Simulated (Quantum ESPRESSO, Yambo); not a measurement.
## Quasiparticle gap of LuAgO2 at -1.5 % isotropic strain

```
LuAgO2
1.0
    1.66825     0.96316     6.07095
   -1.66825     0.96316     6.07095
    0.00000    -1.92633     6.07095
O Ag Lu
2 1 1
Cartesian
  0.00000   0.00000  16.20417
  0.00000   0.00000   2.00868
  0.00000   0.00000   0.00000
  0.00000   0.00000   9.10643
```

The PBEsol cell relaxed from Materials Project entry mp-1018025 was given an isotropic strain of -1.5 % on all lattice vectors, and the atoms were relaxed again.

Starting point: PBEsol (Quantum ESPRESSO, PseudoDojo norm-conserving, 100 Ry, scalar-relativistic). G0W0 in Yambo: 4×4×4 Γ-centred k mesh, bands 6 to 128 and a 8 Ry block in the screening, 128 bands in G with the Bruneval-Gonze terminator, plasmon pole fitted at 27.2 eV.

The PBEsol gap along the band path comes out as 2.29 eV. The PBEsol gap between the mesh's edge points (L → Γ) is 2.29 eV, the G0W0 gap between the same points is 3.40 eV and the PBEsol smallest direct gap on the mesh (at L) comes out as 2.83 eV. The G0W0 direct gap at that point is 3.63 eV. The smallest G0W0 gap among all computed states (the edges move to other k points) is 3.00 eV.

```tsv
k point	band	E PBEsol (eV)	E QP (eV)	shift (eV)	Z
Γ	VB	-0.84	0.00	0.84	0.79
Γ	CB	2.29	3.00	0.71	0.82
L	VB	0.00	-0.40	-0.40	0.80
L	CB	2.83	3.23	0.40	0.84
F	VB	-0.35	-1.03	-0.67	0.80
F	CB	3.41	3.88	0.47	0.83
```

Energies count from the PBEsol valence-band maximum.

Convergence of the G0W0 settings was not tested.

Spin-orbit splittings are left out. The 4f states are in the valence at their DFT position.

The structure is a Materials Project entry; no match was found in the copy of COD used, and its stability was not checked.
